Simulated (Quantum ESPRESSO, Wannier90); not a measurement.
**Tight-binding from DFT: InAs (zinc blende)**

```xyz
2
Lattice="0.0000 3.0536 3.0536 3.0536 0.0000 3.0536 3.0536 3.0536 0.0000" Properties=species:S:1:pos:R:3 pbc="T T T"
In     1.5268     1.5268     1.5268
As     0.0000     0.0000     0.0000
```

Cell from Materials Project (mp-20305), symmetrised, no further relaxation. COD (Crystallography Open Database) has an entry of this formula and space group (matched by these alone). Level: PBEsol, no spin polarisation, no spin-orbit coupling; pw.x of Quantum ESPRESSO at 68 Ry with PseudoDojo potentials, 10×10×10 k-points, Wannier90. Density: 10×10×10 mesh, cold smearing 0.01 Ry. Spin-orbit coupling is left out although heavy elements are present.

The plane-wave run has 25 bands and 28 electrons a cell. On the energy scale of pw.x, whose zero is arbitrary, the Fermi level lies at 7.56 eV.

Isolated groups of bands, relative to the Fermi level (bands from 12 on overlap up to the last one computed):

```
bands  from (eV)  to (eV)  filling              weight on atomic waves
-----  ---------  -------  -------  ----------------------------------
1–5       -35.08   -35.06   filled                         As 3d 100 %
6–10      -14.49   -14.19   filled                          In 4d 98 %
11        -11.71    -9.77   filled  As 4s 63 %, In 5p 21 %, In 5s 10 %
```

Input w.win, without the blocks of cell, atoms and k-points (1000 lines):

```
num_bands = 14
num_wann = 8
exclude_bands = 1-10
num_iter = 1000
conv_tol = 1.0e-6
conv_window = 4
dis_num_iter = 1000
dis_conv_tol = 1.0e-6
dis_froz_max = 9.06
write_hr = true
write_u_matrices = true
begin projections
f=0.25901,0.23671,0.25292: s;p
f=0.01189,0.00281,-0.00968: s;p
end projections
mp_grid = 10 10 10
```

Question: This input has a fault. Which, and what does the program do?

Answer: wannier90.x stops with:
```
w90_wannier90_readwrite_read: mismatch in w.eig
```
num_bands differs from the number of bands in the files, which is the number computed minus those excluded. Mended as below, all else unchanged, the run goes through (Ω_I = 12.1 Å²) and follows the plane-wave bands to 2.9 meV rms (states up to 1.0 eV relative to the Fermi level).
```
num_bands = 15
```
